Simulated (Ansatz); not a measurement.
**Band structure of Ba2Cd**

```
Ba Cd
1.0
    -2.13600    2.13600    7.60000
     2.13600   -2.13600    7.60000
     2.13600    2.13600   -7.60000
Ba Cd
2 1
Direct
  0.37000 0.37000 0.00000
  0.63000 0.63000 0.00000
  0.00000 0.00000 0.00000
```

Atom numbers follow the list: Ba1, Ba2, Cd3.

The cell is COD entry 1542138, as deposited and not checked against the literature; nothing was relaxed.

No spin–orbit coupling, which matters for the heavy atoms here.

All numbers below come from DFT, PBEsol, all-electron LAPW, scalar-relativistic (Ansatz 0.2.0).

Numerical set-up: a Γ-centred 14×14×14 k mesh, Fermi–Dirac smearing of 0.05 eV, basis error target 0.5 meV/atom, no spin polarisation.

Points in fractions of the reciprocal vectors of this cell: Γ (0, 0, 0), X (0, 0, 0.5), P (0.25, 0.25, 0.25), N (0, 0.5, 0), M (0.5, 0.5, -0.5), S (0.27, 0.73, -0.27), S0 (-0.27, 0.27, 0.27). The path runs Γ–X–P–N–Γ–M–S–S0–Γ. Energies are in eV from the Fermi level; (×n) counts levels within 4 meV of each other, which need not be degenerate by symmetry.

Question: Is there a gap?

Answer: none: bands cross the Fermi level, a metal.

Question: List the levels between -14 and 2.5 eV at the symmetry points.

Answer: 
Γ: -13.59 (×4), -13.56, -8.47, -8.41, -8.40, -8.39 (×2), -4.55, -1.33, -0.34, 0.61, 0.83, 1.28, 2.00 (×2)
X: -13.98, -13.93, -13.92, -13.92, -13.87, -13.56, -8.43, -8.41 (×2), -8.36, -8.29, -2.91, -0.84, -0.72, -0.52, 0.92, 1.05, 1.73
P: -13.96 (×2), -13.92, -13.89 (×2), -13.56, -8.43, -8.41 (×2), -8.36, -8.29, -2.91, -0.76, -0.71 (×2), 1.31 (×2), 1.60, 1.75
N: -13.90, -13.60, -13.58, -13.53, -8.44, -8.44, -8.42, -8.42, -8.33, -3.24, -1.39, -0.06, 0.59, 1.20, 1.23, 1.43, 1.76
M: -13.96, -13.72, -13.63 (×2), -13.56 (×2), -8.47, -8.42, -8.40, -8.39 (×2), -4.29, -2.15, 0.38 (×2), 1.19, 1.37, 1.65 (×2)
S: -13.95, -13.92, -13.61, -13.58, -13.53, -8.44, -8.44, -8.42, -8.42, -8.34, -3.28, -1.24, -0.23, 0.54, 1.19, 1.32, 1.44, 1.79
S0: -13.95, -13.92, -13.61, -13.58, -13.53, -8.44, -8.44, -8.42, -8.42, -8.34, -3.28, -1.24, -0.23, 0.54, 1.19, 1.32, 1.44, 1.79
